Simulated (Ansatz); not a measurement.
BeS (zinc blende)

```yaml
crystal:
  lattice:
    - [0.00000, 2.43799, 2.43799]
    - [2.43799, 0.00000, 2.43799]
    - [2.43799, 2.43799, 0.00000]
  atoms:
    - { symbol: S, position: [0.75000, 0.75000, 0.75000] }
    - { symbol: Be, position: [0.00000, 0.00000, 0.00000] }
```

The slice is a {100} plane (indices of the conventional cell) through the point (0.750, 0.750, 0.750) (fractional), spanned by u = [100] and v = [0 1 -1] in vectors of this cell: u (3.45 Å) and v (3.45 Å, at 90° to u). It covers one period; positions are fractions (u, v).

All values below come from PBE (plane waves to 420 eV, PAW, scalar-relativistic; Ansatz, a quantum-chemistry and plane-wave program). k mesh 12×12×12. Near the nuclei the fields are pseudised (PAW); where an atom keeps semicore shells as valence, they peak there. BeS was relaxed with its symmetry unable to fall.

Task: Sketch the valence electron density on this plane as a map.

Result: 
```
|#%@@@@%%##*##%%@@@@%|
|@@@@@@%##***##%@@@@@|
|@@@@@%%##***##%%@@@@|
|@@@@%%##*****##%%@@@|
|@@@%%##**+++**##%%@@|
|%%%%##**+++++**##%%%|
|%%###**+++++++**###%|
|####**+++===+++**###|
|##***+++=====+++***#|
|*****+++=====+++****|
|##***+++=====+++***#|
|####**+++===+++**###|
|%%###**+++++++**###%|
|%%%%##**+++++**##%%%|
|@@@%%##**+++**##%%@@|
|@@@@%%##*****##%%@@@|
|@@@@@%%##***##%%@@@@|
|@@@@@@%##***##%@@@@@|
|#%@@@@%%##*##%%@@@@%|
| #@@@@%%##*##%%@@@@#|
```
Scale: ten equal steps from -3.00 (start of ' ') to 0.06 (end of '@'), in the order ' .:-=+*#%@'. Values: log₁₀ of the valence density in e/Å³. The map has 20 points along u (one character each, u = 0 at the left) and 20 along v (v = 0 in the bottom row). The scale is logarithmic, as a density can span decades between atoms and voids; values under 0.001 e/Å³ are set to 0.001.
